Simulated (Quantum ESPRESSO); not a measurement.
Kohn-Sham bands of BeS (zinc blende)

```
BeS
1.0
    0.00000     2.43515     2.43515
    2.43515     0.00000     2.43515
    2.43515     2.43515     0.00000
Be S
1 1
Direct
  0.00000   0.00000   0.00000
  0.25000   0.25000   0.25000
```

Cell from Materials Project (mp-422), symmetrised, no further relaxation. COD (Crystallography Open Database) has an entry of this formula and space group (matched by these alone). Level: PBEsol, no spin polarisation, no spin-orbit coupling; pw.x of Quantum ESPRESSO at 71 Ry with PseudoDojo potentials, 12×12×12 k-points, Wannier90. Density: 12×12×12 mesh, cold smearing 0.01 Ry.

Energies are relative to the valence-band maximum; weights are on the orthonormalised atomic waves of the pseudopotential files, averaged over the group. 10 electrons a cell are treated as valence.

| bands | from (eV) | to (eV) | filling | weight on atomic waves |
|---|---|---|---|---|
| 1 | -98.13 | -98.13 | filled | ___ |
| 2 | -13.63 | -11.44 | filled | ___ |
| 3–5 | -5.77 | 0.00 | filled | ___ |

Problem. Which atomic shells make up each group?

Solution. 
- 1, weight on atomic waves: Be 1s 99 %
- 2, weight on atomic waves: S 3s 84 %, Be 2s 14 %
- 3–5, weight on atomic waves: S 3p 87 %, Be 2s 6 %

The Kohn-Sham gap over both meshes and the path is 2.96 eV.
